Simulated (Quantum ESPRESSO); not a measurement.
Zn3FO2Cl, input and log of a self-consistent run

A calculation, not a measurement. The program is pw.x of Quantum ESPRESSO 7.5 (plane-wave density functional theory). The cell is made up: 7 atoms on a rocksalt lattice with one site empty, with randomly drawn elements, strain and displacements, not relaxed. PseudoDojo standard norm-conserving files (v0.5 for PBE, v0.4.1 for LDA and PBEsol) set the functional; there is no spin polarisation, spin-orbit coupling or dispersion term, and the masses in the input are unused placeholders. A spin-polarised start on this cell or one of its family kept no moment.

Input:

```
&control calculation='scf', pseudo_dir='./dojo.nc.sr.pbe.v0_5.standard.upf', outdir='./o', disk_io='low', tprnfor=.true., tstress=.true. /
&system ibrav=0, nat=7, ntyp=4, nbnd=53, ecutwfc=84.00895049, nosym=.true., tot_charge=0,
 occupations='smearing', smearing='fd', degauss=0.0073498644
/
&electrons conv_thr=7.350e-09, electron_maxstep=60, /
ATOMIC_SPECIES
Cl 1.0 Cl.upf
F 1.0 F.upf
O 1.0 O.upf
Zn 1.0 Zn.upf
CELL_PARAMETERS angstrom
4.4079 0.0 0.0
0.0 4.4079 0.0
0.0 0.0 4.4872
ATOMIC_POSITIONS angstrom
Zn -0.0259 0.0077 0.0567
Zn 0.0124 2.2015 2.1486
Zn 2.1679 0.0632 2.2434
F 2.1519 -0.0386 0.088
O 2.1956 2.1982 2.1968
Cl 4.4239 0.045 2.2626
O 4.2956 2.1917 -0.0577
K_POINTS automatic
6 6 6 1 1 1
```

The log is shortened where brackets say so; the opening notice, blank lines, dates and the lines on written files are dropped, and the path of the files is cut. It prints rydbergs, bohrs and kilobars, and counts compression as positive stress.

```
     Program PWSCF v.7.5
     Parallel version (MPI & OpenMP), running on       4 processor cores
     Number of MPI processes:                 4
     Threads/MPI process:                     1
     [start-up lines left out]
     bravais-lattice index     =            0
     lattice parameter (alat)  =       8.3297  a.u.
     unit-cell volume          =     588.3496 (a.u.)^3
     number of atoms/cell      =            7
     number of atomic types    =            4
     number of electrons       =        86.00
     number of Kohn-Sham states=           53
     kinetic-energy cutoff     =      84.0090  Ry
     charge density cutoff     =     336.0358  Ry
     scf convergence threshold =      7.3E-09
     mixing beta               =       0.7000
     number of iterations used =            8  plain     mixing
     Exchange-correlation= PBE
                           (   1   4   3   4   0   0   0)
     [axes and pseudopotential details left out]
   Cartesian axes
     site n.     atom                  positions (alat units)
         1        Zn     tau(   1) = (  -0.0058758   0.0017469   0.0128633  )
         2        Zn     tau(   2) = (   0.0028131   0.4994442   0.4874430  )
         3        Zn     tau(   3) = (   0.4918215   0.0143379   0.5089498  )
         4        F      tau(   4) = (   0.4881917  -0.0087570   0.0199642  )
         5        O      tau(   5) = (   0.4981057   0.4986955   0.4983779  )
         6        Cl     tau(   6) = (   1.0036298   0.0102089   0.5133057  )
         7        O      tau(   7) = (   0.9745230   0.4972209  -0.0130901  )
     number of k points=   108  Fermi-Dirac smearing, width (Ry)=  0.0073
     Number of k-points >= 100: set verbosity='high' to print them.
     Dense  grid:    61261 G-vectors     FFT dimensions: (  50,  50,  50)
     Estimated max dynamical RAM per process >     257.09 MB
     Estimated total dynamical RAM >     983.47 MB
     Initial potential from superposition of free atoms
     starting charge      85.9996, renormalised to      86.0000
     Starting wfcs are   46 randomized atomic wfcs +    7 random wfcs
     total cpu time spent up to now is        7.6 secs
     per-process dynamical memory:   219.6 Mb
     Self-consistent Calculation
     iteration #  1     ecut=    84.01 Ry     beta= 0.70
     Davidson diagonalization with overlap
     ethr =  1.00E-02,  avg # of iterations =  4.2
     total cpu time spent up to now is       27.9 secs
     total energy              =   -1401.30111198 Ry
     estimated scf accuracy    <       1.94428070 Ry
     iteration #  2     ecut=    84.01 Ry     beta= 0.70
     Davidson diagonalization with overlap
     ethr =  2.26E-03,  avg # of iterations =  4.7
     total cpu time spent up to now is       49.6 secs
     total energy              =   -1400.05259425 Ry
     estimated scf accuracy    <      12.63551067 Ry
     iteration #  3     ecut=    84.01 Ry     beta= 0.70
     Davidson diagonalization with overlap
     ethr =  2.26E-03,  avg # of iterations =  3.0
     total cpu time spent up to now is       69.0 secs
     total energy              =   -1402.35863607 Ry
     estimated scf accuracy    <       0.44861341 Ry
     iteration #  4     ecut=    84.01 Ry     beta= 0.70
     Davidson diagonalization with overlap
     ethr =  5.22E-04,  avg # of iterations =  2.0
     total cpu time spent up to now is       85.3 secs
     total energy              =   -1402.35727368 Ry
     estimated scf accuracy    <       0.15620701 Ry
     iteration #  5     ecut=    84.01 Ry     beta= 0.70
     Davidson diagonalization with overlap
     ethr =  1.82E-04,  avg # of iterations =  1.3
     total cpu time spent up to now is      100.8 secs
     total energy              =   -1402.33585820 Ry
     estimated scf accuracy    <       0.06018425 Ry
     [iterations 6 to 7 left out]
     iteration #  8     ecut=    84.01 Ry     beta= 0.70
     Davidson diagonalization with overlap
     ethr =  1.80E-06,  avg # of iterations =  2.0
     total cpu time spent up to now is      179.8 secs
     total energy              =   -1402.34645601 Ry
     estimated scf accuracy    <       0.00000977 Ry
     iteration #  9     ecut=    84.01 Ry     beta= 0.70
     Davidson diagonalization with overlap
     ethr =  1.14E-08,  avg # of iterations =  2.5
     total cpu time spent up to now is      208.7 secs
     total energy              =   -1402.34645867 Ry
     estimated scf accuracy    <       0.00000073 Ry
     iteration # 10     ecut=    84.01 Ry     beta= 0.70
     Davidson diagonalization with overlap
     ethr =  8.47E-10,  avg # of iterations =  2.0
     total cpu time spent up to now is      237.0 secs
     total energy              =   -1402.34645879 Ry
     estimated scf accuracy    <       0.00000010 Ry
     iteration # 11     ecut=    84.01 Ry     beta= 0.70
     Davidson diagonalization with overlap
     ethr =  1.12E-10,  avg # of iterations =  2.0
     total cpu time spent up to now is      261.6 secs
     total energy              =   -1402.34645881 Ry
     estimated scf accuracy    <       0.00000004 Ry
     iteration # 12     ecut=    84.01 Ry     beta= 0.70
     Davidson diagonalization with overlap
     ethr =  4.72E-11,  avg # of iterations =  2.0
     total cpu time spent up to now is      284.3 secs
     End of self-consistent calculation
     Number of k-points >= 100: set verbosity='high' to print the bands.
     the Fermi energy is    10.6733 ev
!    total energy              =   -1402.34645881 Ry
     estimated scf accuracy    <          1.3E-09 Ry
     smearing contrib. (-TS)   =      -0.00114345 Ry
     internal energy E=F+TS    =   -1402.34531537 Ry
     The total energy is F=E-TS. E is the sum of the following terms:
     one-electron contribution =    -992.04785378 Ry
     hartree contribution      =     526.36532275 Ry
     xc contribution           =    -171.81146355 Ry
     ewald contribution        =    -764.85132079 Ry
     convergence has been achieved in  12 iterations
     Forces acting on atoms (cartesian axes, Ry/au):
     atom    1 type  4   force =    -0.00746709   -0.00320196   -0.03235919
     atom    2 type  4   force =    -0.00372448    0.03296884   -0.00591230
     atom    3 type  4   force =     0.03596190    0.00462839    0.00236388
     atom    4 type  2   force =     0.00077385    0.00256881   -0.00634393
     atom    5 type  3   force =    -0.00537471   -0.00181639    0.00447353
     atom    6 type  1   force =    -0.03291493   -0.03562164    0.02939412
     atom    7 type  3   force =     0.01274547    0.00047395    0.00838389
     Total force =     0.084369     Total SCF correction =     0.000111
     Computing stress (Cartesian axis) and pressure
          total   stress  (Ry/bohr**3)                   (kbar)     P=       81.86
   0.00102276   0.00000049  -0.00000583          150.45        0.07       -0.86
   0.00000049  -0.00018449  -0.00000500            0.07      -27.14       -0.73
  -0.00000583  -0.00000500   0.00083106           -0.86       -0.73      122.25
     init_run     :      7.03s CPU      7.38s WALL (       1 calls)
     electrons    :    274.62s CPU    276.71s WALL (       1 calls)
     forces       :      2.50s CPU      2.53s WALL (       1 calls)
     stress       :      8.62s CPU      8.63s WALL (       1 calls)
     [timing details left out]
     PWSCF        :   4m53.12s CPU   4m55.67s WALL
     JOB DONE.
```

In other units: free energy -19079.896 eV for the cell, pressure 8.19 GPa, largest force component 0.925 eV/Å. A rerun of the same cell at another strain at 1437 eV and a 8 x 8 x 8 mesh moved values by no more than 0.004 eV in energy, 0.05 GPa in stress and 0.003 eV/Å in force.